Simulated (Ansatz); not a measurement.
**Ni (Im-3m), clamped-ion strain scan**

These are results of DFT PBEsol, scalar-relativistic, plane waves, PAW in Ansatz, not measurements. The runs took a 420 eV cutoff, a Γ-centred 30×30×30 mesh and Gaussian smearing (0.15 eV). Collinear spins, started from moments 0.6 μB in atom order; the magnetic state may not be the lowest. Energies are free energies at this smearing, counted from the undisturbed cell; pressure is positive in compression.

The starting cell (relaxed at this level; with this scan's settings it stands at 0.2 GPa; this bcc form isn't the usual structure):

```xyz
1
Lattice="-1.3775 1.3775 1.3775 1.3775 -1.3775 1.3775 1.3775 1.3775 -1.3775" Properties=species:S:1:pos:R:3 pbc="T T T"
Ni    0.0000    0.0000    0.0000
```

The cell is strained by ε times the Voigt pattern (0, 0, 0, 0, 1, 0) (xx, yy, zz, yz, xz, xy; engineering shear) with fractional coordinates fixed. The cell is metallic on the mesh throughout.

```csv
ε,ΔE (meV/atom)
-0.0400,9.1
-0.0200,2.3
0.0000,0.0
0.0300,5.1
```

(1) Predict the stress summed along the pattern (GPa, tension positive) at each point.

Results:

(1)
| ε | stress summed along the pattern (GPa, tension positive) |
| --- | --- |
| -0.0400 | -6.92 |
| -0.0200 | -3.47 |
| 0.0000 | 0.00 |
| 0.0300 | 5.20 |

Cost: 4 runs of about 7 core-minutes in all, on Oxide Virtual Turin-like Processor (Zen 5) (shared hosts).